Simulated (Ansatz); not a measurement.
## Moving the Hubbard U on Au d, Ta d in Ta3AsAu2O13

```
Ta As Au O
1.0
     5.72385   -0.00745   -0.00403
     1.30279    6.25499    0.00561
     0.27574    1.30074    8.36754
Ta As Au O
3 1 2 13
Direct
  0.21713 0.30521 0.58431
  0.03325 0.11123 0.99855
  0.58248 0.62145 0.50482
  0.58707 0.89691 0.83049
  0.58004 0.09228 0.18613
  0.04485 0.82077 0.44682
  0.66201 0.69726 0.71088
  0.51632 0.13418 0.69625
  0.85098 0.88773 0.91932
  0.34466 0.87003 0.94651
  0.73015 0.29240 0.03095
  0.24622 0.21809 0.11075
  0.12900 0.09398 0.49104
  0.48032 0.38887 0.43499
  0.05966 0.26685 0.78594
  0.93330 0.53240 0.45645
  0.49975 0.85161 0.34971
  0.25256 0.62988 0.62473
  0.91878 0.95175 0.22636
```

The cell comes from a database or a generator and needn't be the stable form of this composition.

Kept alike: task projected density of states; functional PBE; k mesh 5 × 5 × 4; occupations fermi-dirac, width 0.05 eV; no spin polarisation. Program: Ansatz, Ansatz PAW, cutoff 420 eV. The mesh is that of the run's cell of 19 atoms. No spin-orbit coupling.

| Hubbard U on Au d, Ta d, U (eV) | pressure (GPa) |
| --- | --- |
| 2 | 0.69 |
| 4 | 1.44 |
| 6 | 2.27 |
| 8 | 3.19 |

Pressure is positive in compression, with a Pulay correction for the finite cutoff. U acts here on a shell without spin polarisation. How U acts hangs on the program's projectors. U is the effective U - J on orthogonalised atomic projectors. Double counting: fully localised limit (the default).

The pressure rises from 0.69 to 3.19 GPa between 2 and 8 eV. U localises the shell and weakens its bonds, so the cell pushes outwards.
